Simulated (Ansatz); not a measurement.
A 5-atom cell of KMgF3 started from a crystallographic database, relaxed with r2SCAN: 5 runs in the plane-wave code Ansatz, each a construction of maximally localised Wannier functions. Space group Pm-3m (No. 221), cubic; conventional cell a = 3.980 Å, 12.61 Å³ an atom. Around K lie 12 F at 2.81 Å; around Mg lie 6 F at 1.99 Å; around F lie 2 Mg at 1.99 Å and 4 K at 2.81 Å. No spin polarisation and no zero-point or thermal motion.

```yaml
crystal:
  lattice:
    - [3.98024, 0.00000, 0.00000]
    - [0.00000, 3.98024, 0.00000]
    - [0.00000, 0.00000, 3.98024]
  atoms:
    - { symbol: K, position: [0.50000, 0.50000, 0.50000] }
    - { symbol: Mg, position: [0.00000, 0.00000, 0.00000] }
    - { symbol: F, position: [0.50000, 0.00000, 0.00000] }
    - { symbol: F, position: [0.00000, 0.50000, 0.00000] }
    - { symbol: F, position: [0.00000, 0.00000, 0.50000] }
```

Windows count from the top of the filled bands; a dash means that no such window was set (without an outer window there is no disentanglement).

```tsv
functional	SCF mesh	trial orbitals	functions	mesh	window (eV)	frozen (eV)	Ω total (Å²)	Ω invariant (Å²)	largest spread (Å²)	least projectability	interpolation miss of the model's filled bands (eV, to the nearest computed level)
PBE	6×6×6	F s, F p	12	4×4×4	–	–	5.94	4.98	0.52	0.97	0.006
PBE	6×6×6	F s, F p	12	6×6×6	–	–	6.04	5.08	0.53	0.97	0.001
PBE	6×6×6	F p	9	4×4×4	–	–	5.71	5.70	0.66	0.97	0.006
r2SCAN	6×6×6	F s, F p	12	4×4×4	–	–	5.81	4.86	0.51	0.97	0.005
r2SCAN	6×6×6	F p	9	4×4×4	–	–	5.58	5.57	0.64	0.97	0.005
```

For F s, F p with PBE the spread goes 5.94 Å² (4×4×4), 6.04 Å² (6×6×6): finite differences on a coarse mesh understate it.
